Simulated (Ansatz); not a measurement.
SnTe2 (R-3m) was relaxed and computed twice in Ansatz (plane waves, PAW), once with LDA and once with r²SCAN+D4.

```tsv
	run 1	run 2
cell	a = b = 4.167 Å, c = 19.210 Å, α = β = 90.00°, γ = 120.00°	a = 4.0999 Å, b = 4.0999 Å, c = 18.2774 Å, α = 90.00°, β = 90.00°, γ = 120.00°
ΔH_f (eV/atom)	-0.13	-0.10
```

### Question
Which run used which functional?

### Answer
Run 1 is r²SCAN+D4, run 2 is LDA.

Constructed cells (a structure type filled with these elements, in neither database checked): SnTe2, R-3m (Sn on 3a, Te on 6c). Weakly bound layers, chains or molecules computed without a dispersion correction, so cells and soft constants are ill determined: SnTe2, R-3m (Sn on 3a, Te on 6c) with LDA. All cells were relaxed under the symmetry of their starts (and spin orders); stability against distortions was not tested throughout. Spin–orbit coupling is left out wherever it is not named.

Potentials: the earlier of the program's two PAW sets.

Ansatz (a first-principles code) is a plane-wave DFT program.

Formation energies count from the lowest solids of the elements computed at the same level, not from gases.
